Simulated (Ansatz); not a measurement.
## Phonons of NbRu

Level of theory: DFT, PBEsol, scalar-relativistic, no spin polarisation; plane waves to 420 eV with PAW datasets (Ansatz 0.2.0), Gaussian smearing of 0.15 eV; PAW files: Ansatz's generated set soft_2.

```cif
data_structure
_symmetry_space_group_name_H-M 'P 1'
_symmetry_Int_Tables_number 1
_cell_length_a 3.0300
_cell_length_b 3.0300
_cell_length_c 3.3714
_cell_angle_alpha 90.000
_cell_angle_beta 90.000
_cell_angle_gamma 90.000
_cell_volume 30.95
loop_
_atom_site_label
_atom_site_type_symbol
_atom_site_fract_x
_atom_site_fract_y
_atom_site_fract_z
_atom_site_occupancy
Nb1 Nb 0.00000 0.00000 0.00000 1
Ru1 Ru 0.50000 0.50000 0.50000 1
```

The chain of runs began from a cell as deposited in COD, expanded in volume.

Force constants come from finite displacements in a 3×3×2 supercell (the unit cell's 12×12×10 k-mesh, folded to it); the long-range dipole term is not included. Points in reciprocal vectors of this cell: Γ = (0.000, 0.000, 0.000), X = (0.000, 0.500, 0.000), M = (0.500, 0.500, 0.000), Z = (0.000, 0.000, 0.500), R = (0.000, 0.500, 0.500), A = (0.500, 0.500, 0.500).

Frequencies at the named points (cm⁻¹, imaginary ones negative):
```tsv
point	ω (cm⁻¹)
Γ	0 0 0 135 160 160
X	111 128 142 150 177 207
M	99 113 118 118 238 238
Z	-85 48 48 114 114 212
R	-161 92 93 131 207 245
A	106 139 173 173 194 194
```

Is the structure dynamically stable along this path, and where does the spectrum end?

No: a branch is imaginary, down to 161i cm⁻¹ at R. The highest frequency is 245 cm⁻¹, at R. Points that don't fit the supercell are interpolated.

The compound is known in this structure, so the unstable mode may be the calculation's: soft modes are sensitive to the volume, the k-mesh, the supercell and spin–orbit coupling, and real crystals can be held by temperature.

The crystal is a metal or nearly so; low and unstable modes depend on mesh and smearing.

It ran for 7.6 min on 4 threads of Intel(R) Xeon(R) Processor @ 2.50GHz (Skylake/Cascade Lake), with other jobs on the host, peak memory 5.7 GiB.
